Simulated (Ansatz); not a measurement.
The start is a relaxed K cell displaced along its unstable phonon at q = (½, 0, 0) of its primitive reciprocal cell (31i cm⁻¹), largest move 0.15 Å. A full variable-cell relaxation at zero pressure is run with PBEsol (plane waves to 420 eV, PAW, scalar-relativistic; Ansatz, an electronic-structure program). The first steps use a coarse 3×6×6 k-mesh.

Input geometry:
```yaml
crystal:
  lattice:
    - [0.00000, 9.42328, 9.42328]
    - [4.71164, 0.00000, 4.71164]
    - [4.71164, 4.71164, 0.00000]
  atoms:
    - { symbol: K, position: [0.37500, 0.72437, 0.76655] }
    - { symbol: K, position: [0.87500, 0.77563, 0.73345] }
    - { symbol: K, position: [0.25000, 0.47437, 0.51655] }
    - { symbol: K, position: [0.75000, 0.52563, 0.48345] }
```

Task: What is the largest force in the starting geometry, and on which atom (counted from 1)?

Result: 0.02 eV/Å, on K1, K2, K3, K4 (atoms numbered as listed).

Task: By how much does the energy per atom fall from start to end?

Result: 0.32 eV/atom.

Task: How does the volume change?

Result: -32.2 %, from 104.60 to 70.96 Å³/atom.

Task: Is the parent structure recovered?

Result: It does not go back: it reaches Im-3m (No. 229), bcc (W type), 0.31 eV/atom below the parent.

Task: What band gap does the relaxed structure have at this level?

Result: No gap (metallic).

Task: Give the final cell and atomic positions.

Result: 
```cif
data_K2
_chemical_formula_sum 'K2'
_space_group_name_H-M_alt 'Im-3m'
_space_group_IT_number 229
_space_group_name_Hall '-I 4 2 3'
_cell_length_a 5.21610
_cell_length_b 5.21610
_cell_length_c 5.21610
_cell_angle_alpha 90.000
_cell_angle_beta 90.000
_cell_angle_gamma 90.000
loop_
_atom_site_label
_atom_site_type_symbol
_atom_site_symmetry_multiplicity
_atom_site_Wyckoff_symbol
_atom_site_fract_x
_atom_site_fract_y
_atom_site_fract_z
_atom_site_occupancy
K1 K 2 a 0.00000 0.00000 0.00000 1
```
(The calculation used a cell of 1 atom; values per cell refer to that cell.)

Final values are on a 13×13×13 k-mesh of the relaxed cell. No spin polarisation in the result.

The run could not lose the symmetry of its start.

Of the parent cell (Fd-3m (No. 227)): it is a generated cell of K: the first start was made by placing the elements on the sites of a structure type, and the end was not matched to a known phase here, so it may be hypothetical. Known forms of K include space group No. 229.
